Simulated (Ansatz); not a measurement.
SrGaSnH (space group P3m1)

```
CELL_PARAMETERS angstrom
      4.44749     0.00000     0.00000
     -2.22375     3.85164     0.00000
      0.00000     0.00000     5.16386
ATOMIC_POSITIONS crystal
  Sr 0.00000 0.00000 0.00245
  Ga 0.66667 0.33333 0.59959
  Sn 0.33333 0.66667 0.45552
  H  0.66667 0.33333 0.93173
```

The volume is varied about the relaxed value V₀ at fixed cell shape. The atoms relax within the cell's symmetry.

Method: r2SCAN (plane waves to 500 eV, PAW, scalar-relativistic; Ansatz, a program for electronic structure). k mesh 9×9×7 (Γ-centred), Fermi-Dirac smearing 0.05 eV. The energy includes the smearing's −TS. Compression counts positive. With the shape held, the modulus is that of even scaling; a crystal free to change shape is softer. SrGaSnH was relaxed with its symmetry unable to fall. The zero of ΔE is the relaxed starting cell.

```tsv
V (Å³/cell)	ΔE (kJ/mol of atoms)	P (GPa)
83.15	1.25	3.32
84.48	0.68	2.39
85.80	0.29	1.52
87.13	0.07	0.73
88.46	0.00	0.00
89.78	0.07	-0.68
91.11	0.27	-1.31
92.44	0.59	-1.89
93.77	1.02	-2.42
```

Key numbers:

The pressure at the smallest volume is 3.32 GPa. The energy cost of the largest compression is 13.0 meV/atom, the energy cost of the largest expansion is 10.6 meV/atom and the bulk modulus at fixed cell shape B₀ (third-order Birch-Murnaghan fit) comes out as 47.0 GPa. The pressure derivative B₀′ (fit) is 4.4, the equilibrium volume of the fit is 22.11 Å³/atom and the pressure for 5 % compression (fit) is 2.7 GPa.

(Under strain, the slope of the energy per volume gives the stress and its curvature an elastic modulus.)
